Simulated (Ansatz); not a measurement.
SnC:
```cif
data_C4Sn4
_chemical_formula_sum 'Sn4 C4'
_space_group_name_H-M_alt 'F-43m'
_space_group_IT_number 216
_space_group_name_Hall 'F -4 2 3'
_cell_length_a 5.08719
_cell_length_b 5.08719
_cell_length_c 5.08719
_cell_angle_alpha 90.000
_cell_angle_beta 90.000
_cell_angle_gamma 90.000
loop_
_atom_site_label
_atom_site_type_symbol
_atom_site_symmetry_multiplicity
_atom_site_Wyckoff_symbol
_atom_site_fract_x
_atom_site_fract_y
_atom_site_fract_z
_atom_site_occupancy
Sn1 Sn 4 a 0.00000 0.00000 0.00000 1
C1 C 4 d 0.75000 0.75000 0.75000 1
```
(The calculation used a cell of 2 atoms; values per cell refer to that cell.)

Relaxed with PBE.

Task: Which orbitals make up the states near the band edges in DFT-PBE in the program Ansatz with PAW potentials?

Result: Top 1 eV of the valence band: C 2p 83 %, Sn 5p 13 %. Bottom 1 eV of the conduction band: Sn 5p 34 %, C 2s 31 %, Sn 5s 14 %, C 2p 14 %, outside the projected shells 7 %. Projections are on Löwdin-orthogonalised atomic valence shells; empty p or d shells of many metals are not among them.

Task: Tabulate the density of states.

Result: States/eV per cell of 2 atoms, in 0.25 eV bins, energy from the valence-band maximum.

| E (eV) | total | C 2p | Sn 5p | Sn 5s |
|---|---|---|---|---|
| -7.85 | 0.00 | 0.00 | 0.00 | 0.00 |
| -7.60 | 0.00 | 0.00 | 0.00 | 0.00 |
| -7.35 | 0.10 | 0.04 | 0.03 | 0.03 |
| -7.10 | 0.90 | 0.38 | 0.12 | 0.36 |
| -6.85 | 1.91 | 0.78 | 0.22 | 0.78 |
| -6.60 | 0.90 | 0.36 | 0.12 | 0.32 |
| -6.35 | 0.64 | 0.25 | 0.09 | 0.20 |
| -6.10 | 0.52 | 0.21 | 0.07 | 0.15 |
| -5.85 | 0.42 | 0.17 | 0.06 | 0.11 |
| -5.60 | 0.36 | 0.15 | 0.05 | 0.09 |
| -5.35 | 0.32 | 0.13 | 0.04 | 0.08 |
| -5.10 | 0.27 | 0.11 | 0.04 | 0.06 |
| -4.85 | 0.24 | 0.10 | 0.03 | 0.05 |
| -4.60 | 0.22 | 0.10 | 0.03 | 0.04 |
| -4.35 | 0.60 | 0.30 | 0.20 | 0.05 |
| -4.10 | 1.07 | 0.56 | 0.40 | 0.06 |
| -3.85 | 0.93 | 0.50 | 0.32 | 0.06 |
| -3.60 | 0.91 | 0.50 | 0.29 | 0.06 |
| -3.35 | 0.97 | 0.55 | 0.31 | 0.05 |
| -3.10 | 1.14 | 0.68 | 0.35 | 0.05 |
| -2.85 | 1.36 | 0.85 | 0.42 | 0.05 |
| -2.60 | 1.35 | 0.86 | 0.40 | 0.04 |
| -2.35 | 1.30 | 0.85 | 0.36 | 0.04 |
| -2.10 | 1.29 | 0.87 | 0.34 | 0.03 |
| -1.85 | 1.26 | 0.88 | 0.31 | 0.03 |
| -1.60 | 1.25 | 0.91 | 0.28 | 0.02 |
| -1.35 | 1.26 | 0.95 | 0.26 | 0.02 |
| -1.10 | 0.98 | 0.76 | 0.18 | 0.01 |
| -0.85 | 0.65 | 0.52 | 0.10 | 0.01 |
| -0.60 | 0.47 | 0.39 | 0.06 | 0.00 |
| -0.35 | 0.32 | 0.28 | 0.03 | 0.00 |
| -0.10 | 0.10 | 0.09 | 0.01 | 0.00 |
| 0.15 | 0.00 | 0.00 | 0.00 | 0.00 |
| 0.40 | 0.00 | 0.00 | 0.00 | 0.00 |
| 0.65 | 0.00 | 0.00 | 0.00 | 0.00 |
| 0.90 | 0.00 | 0.00 | 0.00 | 0.00 |
| 1.15 | 0.01 | 0.00 | 0.00 | 0.00 |
| 1.40 | 0.05 | 0.01 | 0.01 | 0.01 |
| 1.65 | 0.14 | 0.02 | 0.06 | 0.01 |
| 1.90 | 0.23 | 0.03 | 0.10 | 0.02 |
| 2.15 | 0.40 | 0.06 | 0.15 | 0.05 |
| 2.40 | 0.71 | 0.11 | 0.24 | 0.12 |
| 2.65 | 0.87 | 0.15 | 0.30 | 0.14 |
| 2.90 | 1.16 | 0.22 | 0.41 | 0.17 |
| 3.15 | 1.35 | 0.28 | 0.46 | 0.21 |
| 3.40 | 1.12 | 0.26 | 0.36 | 0.19 |
| 3.65 | 1.09 | 0.30 | 0.30 | 0.21 |
| 3.90 | 1.08 | 0.36 | 0.26 | 0.23 |
| 4.15 | 0.86 | 0.33 | 0.19 | 0.20 |
| 4.40 | 0.61 | 0.24 | 0.10 | 0.20 |
| 4.65 | 1.04 | 0.40 | 0.25 | 0.26 |
| 4.90 | 1.99 | 0.73 | 0.60 | 0.35 |
| 5.15 | 1.94 | 0.71 | 0.61 | 0.33 |
| 5.40 | 0.84 | 0.26 | 0.35 | 0.11 |

The start of the workflow was typed in or built on a structure type; neither database checked (COD, Materials Project) lists it. Its standing as an ambient phase is unchecked. Symmetry was held in the PBE relaxation; its stability against distortions is not shown here. Its formation energy is positive at this level, so the cell may be metastable or incomplete. Spin–orbit coupling is left out wherever it is not named.

Potentials: the later of the program's two PAW sets.
